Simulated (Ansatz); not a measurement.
Na2NiO2:
Space group Cmc2₁ (No. 36); a = 2.771 Å, b = 9.820 Å, c = 8.146 Å, α = 90.00°, β = 90.00°, γ = 90.00°

```
atom  site  symmetry       x       y       z
----  ----  --------  ------  ------  ------
Na      4a       m..  0.0000  0.3964  0.1529
Na      4a       m..  0.0000  0.1501  0.3308
Ni      4a       m..  0.0000  0.1217  0.9982
O       4a       m..  0.0000  0.7202  0.0924
O       4a       m..  0.0000  0.4791  0.4109
```
(The calculation used a cell of 10 atoms; values per cell refer to that cell.)

Relaxed at zero pressure with plane-wave PAW LDA (Ansatz code).

**Question.** The volume is raised by 6 % and shape and atoms relax at that volume. What pressure results, and how do the axes share the change?

**Answer.** -4.3 GPa; a 1.1 %, b 2.6 %, c 2.3 %; the energy rises by 9 meV/atom.

**Question.** Give the new structure.

**Answer.** 
Space group Cmc2₁ (No. 36); a = 2.801 Å, b = 10.071 Å, c = 8.330 Å, α = 90.00°, β = 90.00°, γ = 90.00°

```tsv
atom	site	symmetry	x	y	z
Na	4a	m..	0.0000	0.3933	0.1536
Na	4a	m..	0.0000	0.1453	0.3308
Ni	4a	m..	0.0000	0.1220	0.9984
O	4a	m..	0.0000	0.7191	0.0889
O	4a	m..	0.0000	0.4770	0.4136
```

The phase is kept; no other phase was compared at this pressure.

Space group Cmc2_1. The first step of the workflow began from a Materials Project structure, measured or hypothetical; the Crystallography Open Database files this formula in space group No. 36, but the cells were not matched. Whether it is the stable phase at ambient conditions was not checked. The cell was relaxed with LDA under the symmetry of its start; its stability against distortions is not shown here. The run is not spin-polarised. No Hubbard U is applied.

Potentials: the later of the program's two PAW sets.
